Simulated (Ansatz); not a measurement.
LaHg:
```yaml
crystal:
  lattice:
    - [3.83693, 0.00000, 0.00000]
    - [0.00000, 3.83693, 0.00000]
    - [0.00000, 0.00000, 3.83693]
  atoms:
    - { symbol: Hg, position: [0.00000, 0.00000, 0.00000] }
    - { symbol: La, position: [0.50000, 0.50000, 0.50000] }
```

Relaxed with PBEsol. Special points in fractions of this cell's reciprocal vectors: Γ (0.000, 0.000, 0.000); X (0.000, 0.500, 0.000); M (0.500, 0.500, 0.000); R (0.500, 0.500, 0.500).

List the band energies nearest the Fermi level at these points for the program Ansatz at the PBEsol with spin–orbit coupling level (PAW).

In eV from the Fermi level; about four levels below and three above (degenerate sets whole), none deeper than 8.9 eV; points with the same levels are listed once.

```
k                    below                          above
-  -----------------------  -----------------------------
Γ  -0.04 -0.04 -0.04 -0.04  1.38 1.38 1.41 1.41 1.41 1.41
X  -2.85 -2.85 -0.22 -0.22            0.68 0.68 1.07 1.07
M  -6.25 -6.25 -4.74 -4.74            0.03 0.03 0.34 0.34
R  -2.03 -2.03 -2.03 -2.03            1.53 1.53 1.53 1.53
```

Space group Pm-3m (CsCl type). The workflow started from an entry of the Crystallography Open Database (COD). Whether it is the stable phase at ambient conditions was not checked. Symmetry was held in the PBEsol relaxation; of distortions, only those at the zone centre were tested.

Potentials: the later of the program's two PAW sets.
